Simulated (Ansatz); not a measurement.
**Slab of fcc Ir (111), 5 layers**

The slab is cut from the fcc crystal, the stable phase, as relaxed on PAW files (14.06 Å³/atom), with 16 Å of vacuum and a dipole correction:

```xyz
5
Lattice="2.7089 0.0000 0.0000 -1.3544 2.3460 0.0000 0.0000 0.0000 24.8472" Properties=species:S:1:pos:R:3 pbc="T T T"
Ir    2.0317    0.3910    8.0000
Ir   -0.6772    1.9550   10.2118
Ir    0.6772    1.1730   12.4236
Ir    2.0317    0.3910   14.6354
Ir   -0.6772    1.9550   16.8472
```

Level of theory: DFT with PBEsol, scalar-relativistic, in Ansatz 0.2.0; a Γ-centred 14×14×1 k mesh, Fermi–Dirac smearing of 0.05 eV, no spin polarisation. LAPW: all electrons, basis error target 1 meV/atom; PAW: frozen-core files, cutoff 420 eV.

The bulk energy comes from a cell in the slab's orientation on a 14×14×5 mesh. The surface energy is (E(slab) − N·E(bulk))/2A at zero smearing, the mean of both faces; thin slabs carry quantum-size effects.

Spin–orbit coupling is left out, which matters for the heavy atoms. The PAW files were made under PBE. The cell is 1×1, so reconstructions are forbidden, and in slabs of four or five layers the relaxations can be far larger than at a real surface.

Task: As cut, the LAPW slab lies 2.154 eV above 5 atoms of bulk. What surface energy is that?

Result: Over two faces of 6.35 Å² it is 169.5 meV/Å², and times 16.02 J/m² per eV/Å² that gives γ = 2.715 J/m².

```csv
method,γ as cut (J/m²),γ relaxed (J/m²),Φ as cut (eV),Φ relaxed (eV)
LAPW,2.715,2.683,5.69,5.68
PAW,2.713,2.681,5.68,5.67
```

Task: How do the spacings between the planes relax?

Result: From the bottom face up: d12 -2.1 % of 2.212 Å, d23 -0.2 % of 2.212 Å, d34 -0.2 % of 2.212 Å, d45 -2.1 % of 2.212 Å.

Task: A field of 0.1 V/Å is applied along the normal, atoms held. What follows?

Result: LAPW finds an induced dipole of 0.0423 e·Å a cell (PAW 0.0424), that is 12.06 Å for 4πα over the area, against 8.75 Å between the outer atoms.

Task: What changes if the images along the normal are cut off in place of the dipole correction?

Result: LAPW then gives: no gap, work function 5.68 eV; PAW: no gap, work function 5.67 eV.

Task: A 4f core hole is made on one atom of each kind in every 1×1 cell (PAW hole dataset, neutral cell, valence without spin). What does it cost by layer?

Result: layer 1 61.11 eV, layer 2 61.72 eV, layer 3 61.72 eV. Shifts between layers mean more than the absolute values, and a whole layer of holes screens otherwise than one hole.
